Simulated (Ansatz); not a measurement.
Input:

CoAsRh:
```
CoAsRh
1.0
    5.99739     0.00000     0.00000
    0.00000     3.73929     0.00000
    0.00000     0.00000     6.92336
Co Rh As
4 4 4
Cartesian
  5.16092   0.93482   0.41850
  3.83517   2.80447   3.88018
  2.16222   0.93482   3.04318
  0.83647   2.80447   6.50486
  5.78010   0.93482   4.61968
  3.21598   2.80447   1.15800
  2.78141   0.93482   5.76537
  0.21729   2.80447   2.30368
  1.41855   0.93482   0.87934
  1.58014   2.80447   4.34102
  4.41725   0.93482   2.58234
  4.57883   2.80447   6.04402
```
The run is spin-polarised; directions of the spins, atom by atom: ↑ ↑ ↑ ↑ 0 0 0 0 0 0 0 0.

This is the r²SCAN-relaxed structure.

### Question
All from r²SCAN in the plane-wave PAW code Ansatz, unless another level is named. Give the electronic character.

### Answer
metallic (no gap).

### Question
Next, the density of states at the Fermi level?

### Answer
0.48 states/eV per atom (mean over ±0.08 eV).

Space group Pnma. The workflow started from an entry of the Crystallography Open Database (COD). Its standing as an ambient phase is unchecked. Symmetry was held in the r²SCAN relaxation; whether a distortion lowers the energy is not shown. Magnetic state: ferromagnetic, chosen from 3 collinear starts compared on coarse meshes (ties went to the first, and starts can fall back to one state), not a proven ground state. Other orbital occupations within this spin state were not tried. Spin–orbit coupling is left out wherever it is not named.

Potentials: the later of the program's two PAW sets.
